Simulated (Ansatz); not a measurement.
An Ansatz (an electronic-structure program) run. Input:

Ansatz 0.2 input:
```yaml
crystal:
  lattice:
    - [-3.4516560218, 3.4516560218, 3.4516560218]
    - [3.4516560218, -3.4516560218, 3.4516560218]
    - [3.4516560218, 3.4516560218, -3.4516560218]
  atoms:
    - { symbol: As, position: [0.0, 0.25, 0.5] }
    - { symbol: As, position: [0.25, 0.5, 0.0] }
    - { symbol: As, position: [0.5, 0.0, 0.25] }
    - { symbol: As, position: [0.25, 0.25, 0.25] }
kpoints:
  mp_grid: { grid: [6, 6, 6] }
  band_path:
    path:
      - [[0.0, 0.0, 0.0], [0.5, -0.5, 0.5], [0.0, 0.0, 0.5], [0.0, 0.0, 0.0], [0.25, 0.25, 0.25], [0.5, -0.5, 0.5]]  # Γ-H-N-Γ-P-H
      - [[0.25, 0.25, 0.25], [0.0, 0.0, 0.5]]  # P-N
    npoints: 12
hamiltonian:
  xc: r2scan
  pseudopotentials: { kind: paw }
magnetization: { noncollinear: true, spin_orbit: true }
scf:
  n_extra_bands: 12
  convergence: { dr2_threshold: 0.0000000001 }
  occupations: { method: gaussian, width: 0.05 }
output: { eigenvalues: true }
```

Output (shortened):

```
Pseudopotential: As, paw_fr, valence charge 15
Functional definition: r2SCAN
non-collinear run that drives no moment, with spin-orbit …
Crystal: 4 atoms, lattice volume = 164.491 Å³
Basis set: ecut = 500 eV, 4189 PW (Γ), exchange–correlation on 180×180×180 points (64 copies of the dense FFT grid, shifted against one another)
Bands: 72, of which v1, the nominal top of the filled ones, is band 60 counted from 1 (59 counted from 0)
Symmetry: 24 space group operations + 24 with time reversal
k-points: 16 of 216 (time reversal used)
Projection manifold: j_resolved (fully-relativistic pseudo-atomic orbitals)
iter 1 solved again at ethr=4.16e-4 eV; its pass at ethr=3.10e-3 eV (dr2=2.49e-1 eV) is discarded
SCF iter   1: F=—  HF=-19443.283833 eV  |F-HF|=—  |Δ(HF+E_count)|=         —  Δρ=1.40e-2  dr2=2.51e-1  dr2_τ=1.06e-3  dr2_m=0.00e0 (ungated)  ethr=4.16e-4  |M|=0.00e0 ∫|m|=0.00e0 μB  |m|>n=0.0e0 m-floor=0.0e0 τ_xc=0.0e0  β_m=0.30  ⟨swp⟩=2.6  Hψ=6462  notcnv=0
preconditioner: auto → Resta (q_TF=auto, 2.306 Å⁻¹)
spin=Noncollinear: Resta preconditioning applied to the charge; magnetization (m_x, m_y, m_z) channels mix plain (no charge-response kernel on spin).
SCF iter   2: F=—  HF=-19443.313965 eV  |F-HF|=—  |Δ(HF+E_count)|=   3.01e-2  Δρ=1.08e-2  dr2=1.47e-1  dr2_τ=2.33e-4  dr2_m=0.00e0 (ungated)  ethr=4.16e-4  |M|=0.00e0 ∫|m|=0.00e0 μB  |m|>n=0.0e0 m-floor=0.0e0 τ_xc=0.0e0  β_m=0.65  ⟨swp⟩=2.2  Hψ=1341  notcnv=0
SCF iter   3: F=—  HF=-19443.352102 eV  |F-HF|=—  |Δ(HF+E_count)|=   3.81e-2  Δρ=1.66e-3  dr2=5.68e-3  dr2_τ=1.80e-5  dr2_m=0.00e0 (ungated)  ethr=2.45e-4  |M|=0.00e0 ∫|m|=0.00e0 μB  |m|>n=0.0e0 m-floor=0.0e0 τ_xc=0.0e0  β_m=0.63  ⟨swp⟩=3.2  Hψ=1688  notcnv=0  defer=5
SCF iter   4: F=—  HF=-19443.352723 eV  |F-HF|=—  |Δ(HF+E_count)|=   6.21e-4  Δρ=4.80e-4  dr2=4.85e-4  dr2_τ=1.07e-6  dr2_m=0.00e0 (ungated)  ethr=9.47e-6  |M|=0.00e0 ∫|m|=0.00e0 μB  |m|>n=0.0e0 m-floor=0.0e0 τ_xc=0.0e0  β_m=0.81  ⟨swp⟩=2.0  Hψ=2191  notcnv=0  defer=5
SCF iter   5: F=—  HF=-19443.353181 eV  |F-HF|=—  |Δ(HF+E_count)|=   4.58e-4  Δρ=6.25e-5  dr2=1.18e-5  dr2_τ=1.39e-7  dr2_m=0.00e0 (ungated)  ethr=8.08e-7  |M|=0.00e0 ∫|m|=0.00e0 μB  |m|>n=0.0e0 m-floor=0.0e0 τ_xc=0.0e0  β_m=0.91  ⟨swp⟩=2.0  Hψ=1464  notcnv=0  defer=5
SCF iter   6: F=—  HF=-19443.353225 eV  |F-HF|=—  |Δ(HF+E_count)|=   4.42e-5  Δρ=2.31e-5  dr2=1.66e-6  dr2_τ=3.90e-9  dr2_m=0.00e0 (ungated)  ethr=1.97e-8  |M|=0.00e0 ∫|m|=0.00e0 μB  |m|>n=0.0e0 m-floor=0.0e0 τ_xc=0.0e0  β_m=0.95  ⟨swp⟩=3.2  Hψ=2389  notcnv=0  defer=5
SCF iter   7: F=—  HF=-19443.353253 eV  |F-HF|=—  |Δ(HF+E_count)|=   2.78e-5  Δρ=4.83e-6  dr2=5.84e-8  dr2_τ=1.72e-10  dr2_m=0.00e0 (ungated)  ethr=2.77e-9  |M|=0.00e0 ∫|m|=0.00e0 μB  |m|>n=0.0e0 m-floor=0.0e0 τ_xc=0.0e0  β_m=0.98  ⟨swp⟩=2.0  Hψ=1469  notcnv=0  defer=5
SCF iter   8: F=—  HF=-19443.353253 eV  |F-HF|=—  |Δ(HF+E_count)|=   2.05e-7  Δρ=8.68e-7  dr2=1.28e-9  dr2_τ=5.38e-12  dr2_m=0.00e0 (ungated)  ethr=9.73e-11  |M|=0.00e0 ∫|m|=0.00e0 μB  |m|>n=0.0e0 m-floor=0.0e0 τ_xc=0.0e0  β_m=0.99  ⟨swp⟩=2.2  Hψ=2118  notcnv=0  defer=5
SCF iter   9: F=-19443.353253 eV  HF=-19443.353253 eV  |F-HF|=1.93e-10  |Δ(HF+E_count)|=   4.78e-9  Δρ=1.55e-7  dr2=6.52e-11  dr2_τ=1.42e-13  dr2_m=0.00e0 (ungated)  ethr=1.00e-12  |M|=0.00e0 ∫|m|=0.00e0 μB  |m|>n=0.0e0 m-floor=0.0e0 τ_xc=0.0e0  ⟨swp⟩=5.9  Hψ=3803  notcnv=0
SCF 1 converged in 9 iterations: F = -19443.353253 eV  dr2 = 6.52e-11
NSCF: frozen V_eff on 74 k-points
SCF converged after 9 iterations
Magnetization: |M| = 0.0000 μB,  M = (+0.0000, +0.0000, +0.0000) μB
Absolute magnetization: 0.0000 μB (∫|m|)
  site 0: m = (+0.0000, +0.0000, +0.0000) μB, |m| = 0.0000 μB  (R = 1.01 Å)
  site 1: m = (+0.0000, +0.0000, +0.0000) μB, |m| = 0.0000 μB  (R = 1.01 Å)
  site 2: m = (+0.0000, +0.0000, +0.0000) μB, |m| = 0.0000 μB  (R = 1.01 Å)
  site 3: m = (+0.0000, +0.0000, +0.0000) μB, |m| = 0.0000 μB  (R = 1.01 Å)
Free energy (F): -19443.353253 eV
Harris-Foulkes:  -19443.353253 eV  (|F-HF|=1.93e-10)
Internal energy: -19443.349887 eV  (E = F + TS)
E sigma→0 (E₀):  -19443.351570 eV
Entropy (-TS):   -0.003366 eV (-0.841 meV/atom)
Fermi energy:    2.619350 eV
--- Per-component energies (eV) ---
  E_band       = -1417.036714
  E_kinetic    = 406.160679
  E_local      = -10803.531463  (includes V_loc(G=0)·N_el)
  E_nonlocal   = -2679.506387
  E_hartree    = 5545.994440
  E_xc         = -292.527036
  E_vxc        = -333.327227  (∫ρ·V_xc dr)
  E_paw        = -7378.002783  (= ΣΔE_a)
  E_vpaw       = 882.299143  (= ΣTr[D̂ρ^β])
  E_aug_tail   = -0.000026  (compensation charges beyond the density's cutoff)
  E_vtau       = 18.880363  (kinetic-family band-sum trace: ∫τ·v_τ [+ j·A + Jᵃ·Aᵃ] dr)
  E_ewald      = -4236.172706
  E_core_change = -5.764606  (= ΣΔE_core)
  E_smearing   = -0.003366  (= −TS)
  E_closure    =  0.000000  (closes the sum)
  Σ components = -19443.353253   (vs F -19443.353253, Δ=0.00e0)
  [band-id]    e_kinetic+e_local+e_nonlocal+2·e_hartree+e_vxc+e_vpaw+e_augmentation_tail+e_vtau = -1417.036036   (vs E_band -1417.036714, Δ=6.78e-4)
--- Band table (eV; the first three rows and the last of 16) ---
  k-point 0: bands = ["-34.3305", "-34.3305", "-34.3305", "-34.3305", "-34.2920", "-34.2920", "-34.2920", "-34.2920", "-34.2207", "-34.2207", "-34.2114", "-34.2114", "-34.2006", "-34.2006", "-34.2006", "-34.2006", "-33.6183", "-33.6183", "-33.6183", …
  k-point 1: bands = ["-34.3341", "-34.3340", "-34.3260", "-34.3257", "-34.2982", "-34.2979", "-34.2870", "-34.2870", "-34.2205", "-34.2199", "-34.2136", "-34.2088", "-34.2042", "-34.2016", "-34.1997", "-34.1982", "-33.6339", "-33.6308", "-33.6158", …
  k-point 2: bands = ["-34.3363", "-34.3362", "-34.3209", "-34.3204", "-34.3046", "-34.3041", "-34.2837", "-34.2837", "-34.2196", "-34.2186", "-34.2146", "-34.2086", "-34.2063", "-34.2028", "-34.1986", "-34.1973", "-33.6441", "-33.6423", "-33.6155", …
  k-point 15: bands = ["-34.3305", "-34.3305", "-34.3305", "-34.3305", "-34.2920", "-34.2920", "-34.2920", "-34.2920", "-34.2135", "-34.2135", "-34.2123", "-34.2123", "-34.2123", "-34.2123", "-34.1944", "-34.1944", "-33.6652", "-33.6652", "-33.5827", …
```

Cost: around 3 core-minutes (rough) on shared cores.

Space group I4_132. The start of the workflow was typed in or built on a structure type; neither database checked (COD, Materials Project) lists it. It is not the phase usual at ambient conditions (space group No. 166). Symmetry was held in the r²SCAN relaxation. At this level the phase is mechanically unstable. The volume moved by 53 % from the start of the relaxation.

Potentials: the later of the program's two PAW sets.

Ansatz is a plane-wave DFT program.
